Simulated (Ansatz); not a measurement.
Harmonic thermodynamics of Zn$_{3}$Se$_{2}$S

All numbers below come from Ansatz 0.2.0, DFT PBE, scalar-relativistic, plane waves, PAW. Plane waves to 420 eV; Γ-centred k mesh 12×12×4; fixed occupations. No spin polarisation. Phonons by linear response, acoustic sum rule imposed.

Equilibrium structure at this level:
```yaml
crystal:
  lattice:
    - [3.98518, 0.00000, 0.00000]
    - [-1.99259, 3.45127, 0.00000]
    - [0.00000, 0.00000, 9.76923]
  atoms:
    - { symbol: Zn, position: [0.00000, 0.00000, 0.99040] }
    - { symbol: Zn, position: [0.66667, 0.33333, 0.33310] }
    - { symbol: Zn, position: [0.33333, 0.66667, 0.67599] }
    - { symbol: Se, position: [0.66667, 0.33333, 0.07970] }
    - { symbol: Se, position: [0.33333, 0.66667, 0.42172] }
    - { symbol: S, position: [0.00000, 0.00000, 0.74910] }
```

It was reached by relaxing an invented guess, and it needn't be the stable form of this composition. The q mesh is coarse, so values between its points are rough.

Force constants from linear response on a 2×2×1 q mesh, interpolated to a fine mesh.

Phonon density of states, in bins of 5 cm⁻¹:
```tsv
bin centre (cm⁻¹)	share of modes (%)
-2.5	0.0
2.5	0.0
7.5	0.0
12.5	0.1
17.5	0.1
22.5	0.2
27.5	0.3
32.5	0.5
37.5	0.7
42.5	1.0
47.5	1.6
52.5	2.5
57.5	2.9
62.5	3.3
67.5	3.4
72.5	2.6
77.5	3.2
82.5	2.8
87.5	2.0
92.5	2.1
97.5	2.0
102.5	1.9
107.5	0.9
112.5	0.6
117.5	0.6
122.5	0.6
127.5	0.6
132.5	0.7
137.5	0.7
142.5	0.8
147.5	1.0
152.5	1.8
157.5	2.6
162.5	1.3
167.5	0.8
172.5	1.8
177.5	1.1
182.5	0.5
187.5	0.3
192.5	2.0
197.5	3.4
202.5	7.4
207.5	8.2
212.5	6.8
217.5	3.1
222.5	1.8
227.5	0.6
232.5	0.0
237.5	0.4
242.5	0.9
247.5	1.2
252.5	1.8
257.5	1.0
262.5	0.5
267.5	0.2
272.5	1.2
277.5	3.6
282.5	3.4
287.5	1.5
292.5	0.5
297.5	0.2
302.5	0.1
307.5	0.1
312.5	0.0
```

**Question.** Give the zero-point energy per atom.

**Answer.** 30.3 meV.

**Question.** How large are the vibrational entropy and heat capacity at 300 K?

**Answer.** S = 4.26 k_B and C_V = 2.82 k_B per atom, 94 % of the Dulong–Petit value.

**Question.** Tabulate them against temperature.

**Answer.**
```
T (K)  F_vib (meV/atom)  S (k_B/atom)  C_V (k_B/atom)
  100              25.0          1.54            1.92
  200               4.4          3.14            2.63
  300             -27.7          4.26            2.82
  400             -68.1          5.08            2.90
  500            -114.8          5.73            2.93
  600            -166.5          6.27            2.95
  700            -222.6          6.72            2.97
  800            -282.2          7.12            2.97
  900            -345.1          7.47            2.98
 1000            -410.9          7.78            2.98
```
